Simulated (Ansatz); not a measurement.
ZrCd₃ (Cu3Au type, Pm-3m), the program Ansatz at the PBE level (PAW), all energies at zero smearing, with the estimated change up to a 700 eV cutoff added, with one set of potentials and settings (totals compare only within such a set). Cell of 4 atoms (3 Cd, 1 Zr): -28947.647 eV.

| element | reference phase | E (eV/atom) |
|---|---|---|
| Cd | P6_3/mmc, 2 atoms in the cell | -8254.4547 |
| Zr | P6_3/mmc, 2 atoms in the cell | -4183.8362 |

Formation energy per atom, worked out: (-28947.647 − 3×(-8254.4547) − 1×(-4183.8362))/4 = -0.112 eV/atom (-11 kJ per mol of atoms), at 0 K, without zero-point energy or fitted corrections.

The workflow started from an entry of the Crystallography Open Database (COD); the relaxed space group is not among those it files for this formula. COD files the formula under space group No. 123, so this cell is another polymorph or a model. Its standing as an ambient phase is unchecked. The cell was relaxed with PBE under the symmetry of its start; whether a distortion lowers the energy is not shown. The run is not spin-polarised. The references are the lowest solids computed at this level, not always the standard phases.

Potentials: the later of the program's two PAW sets.
